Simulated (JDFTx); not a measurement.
An input for a modified build of JDFTx (hexafluoro-2-butyne, C4F6 (SMILES FC(F)(F)C#CC(F)(F)F), charge 0, multiplicity 1, linear PCM (GLSSA13), carbon disulfide, no salt; bohr, hartree) and the course of its log:

```
lattice \
  24.0940080890 0.0000000000 0.0000000000 \
  0.0000000000 18.8972612463 0.0000000000 \
  0.0000000000 0.0000000000 18.8972612463
coords-type Cartesian
ion F -4.8197724387 0.7235852035 2.2332351584 0
ion C -3.9043557064 0.0001391004 -0.0038752376 0
ion F -4.8262440598 1.5732552325 -1.7474774292 0
ion F -4.8204551243 -2.2990117666 -0.4931354353 0
ion C -1.1327700874 0.0024966604 -0.0065240128 0
ion C 1.1304899467 0.0072529272 -0.0067349573 0
ion C 3.9020320584 0.0007381895 -0.0039512661 0
ion F 4.8208968389 -0.7412332277 -2.2332351584 0
ion F 4.8262440598 2.2990117666 0.4731998843 0
ion F 4.8122602373 -1.5651161330 1.7529738552 0
ion-species pseudo/f_pbe_v1.4.upf
ion-species pseudo/c_pbe_v1.2.upf
elec-cutoff 20 100
elec-ex-corr gga-PBE
symmetries none
elec-n-bands 29
electronic-minimize nIterations 150 energyDiffThreshold 1e-7
fluid LinearPCM
pcm-variant GLSSA13
fluid-solvent CarbonDisulfide
fluid-minimize nIterations 400 knormThreshold 1e-11
wavefunction read s0.wfns 32
dump-name s7.$VAR
dump End State Ecomponents EigStats BandEigs Forces ElecDensity IonicPositions FluidDebug
```

```
[one cycle in 7 is shown, and the last three; fluid-solver lines are left out]
ElecMinimize: Iter:   0  Etot: -168.614494270926485  |grad|_K:  4.787e-05  alpha:  1.000e+00
ElecMinimize: Iter:   7  Etot: -168.616478544156053  |grad|_K:  4.296e-05  alpha:  4.378e-02  linmin:  1.968e-03
ElecMinimize: Iter:  14  Etot: -168.616796452268943  |grad|_K:  3.435e-05  alpha:  2.149e-02  linmin:  9.202e-04
ElecMinimize: Iter:  21  Etot: -168.616954503351337  |grad|_K:  2.764e-05  alpha:  1.798e-02  linmin:  1.203e-04
ElecMinimize: Iter:  28  Etot: -168.617040409242804  |grad|_K:  2.125e-05  alpha:  1.855e-02  linmin:  9.991e-05
ElecMinimize: Iter:  35  Etot: -168.617091280180546  |grad|_K:  1.900e-05  alpha:  1.642e-02  linmin:  9.071e-04
ElecMinimize: Iter:  42  Etot: -168.617125754964263  |grad|_K:  1.719e-05  alpha:  1.316e-02  linmin:  1.642e-04
ElecMinimize: Iter:  49  Etot: -168.617152627528640  |grad|_K:  1.476e-05  alpha:  1.244e-02  linmin:  1.849e-04
ElecMinimize: Iter:  56  Etot: -168.617170803925831  |grad|_K:  1.317e-05  alpha:  1.177e-02  linmin:  2.507e-04
ElecMinimize: Iter:  63  Etot: -168.617183648525611  |grad|_K:  1.085e-05  alpha:  1.163e-02  linmin: -4.161e-05
ElecMinimize: Iter:  70  Etot: -168.617192554539969  |grad|_K:  9.234e-06  alpha:  1.158e-02  linmin:  1.721e-04
ElecMinimize: Iter:  77  Etot: -168.617198770857669  |grad|_K:  8.037e-06  alpha:  1.163e-02  linmin: -9.448e-05
ElecMinimize: Iter:  84  Etot: -168.617203613072945  |grad|_K:  6.700e-06  alpha:  1.153e-02  linmin:  6.357e-05
ElecMinimize: Iter:  91  Etot: -168.617207210065203  |grad|_K:  6.208e-06  alpha:  1.156e-02  linmin:  2.841e-05
ElecMinimize: Iter:  98  Etot: -168.617209966686403  |grad|_K:  5.162e-06  alpha:  1.155e-02  linmin:  2.119e-05
ElecMinimize: Iter: 105  Etot: -168.617212131554709  |grad|_K:  4.536e-06  alpha:  1.123e-02  linmin:  1.993e-05
ElecMinimize: Iter: 112  Etot: -168.617213786387140  |grad|_K:  4.210e-06  alpha:  1.134e-02  linmin: -7.020e-06
ElecMinimize: Iter: 119  Etot: -168.617215145485289  |grad|_K:  3.827e-06  alpha:  1.155e-02  linmin: -2.345e-05
ElecMinimize: Iter: 126  Etot: -168.617216345039765  |grad|_K:  3.686e-06  alpha:  1.152e-02  linmin:  5.004e-05
ElecMinimize: Iter: 133  Etot: -168.617217468566821  |grad|_K:  3.591e-06  alpha:  1.154e-02  linmin: -5.965e-05
ElecMinimize: Iter: 140  Etot: -168.617218596240264  |grad|_K:  3.678e-06  alpha:  1.167e-02  linmin:  4.947e-05
ElecMinimize: Iter: 147  Etot: -168.617219760243756  |grad|_K:  3.744e-06  alpha:  1.130e-02  linmin: -5.600e-05
ElecMinimize: Iter: 148  Etot: -168.617219930194835  |grad|_K:  3.790e-06  alpha:  1.141e-02  linmin: -6.362e-05
ElecMinimize: Iter: 149  Etot: -168.617220105716058  |grad|_K:  3.843e-06  alpha:  1.150e-02  linmin: -1.118e-04
ElecMinimize: Iter: 150  Etot: -168.617220287411442  |grad|_K:  3.885e-06  alpha:  1.157e-02  linmin: -1.048e-04
ElecMinimize: None of the convergence criteria satisfied after 150 iterations.
IonicMinimize: Iter:   0  Etot: -168.617220287411442  |grad|_K:  0.000e+00
IonicMinimize: Converged (|grad|_K<1.000000e-04).
```

This run gave no converged result. The loop ran out of cycles short of its threshold. It has stalled and not diverged: the last ten energies span 2e-06 Ha, so the total is near its end, but levels, forces and the chemical potential aren't shown converged.
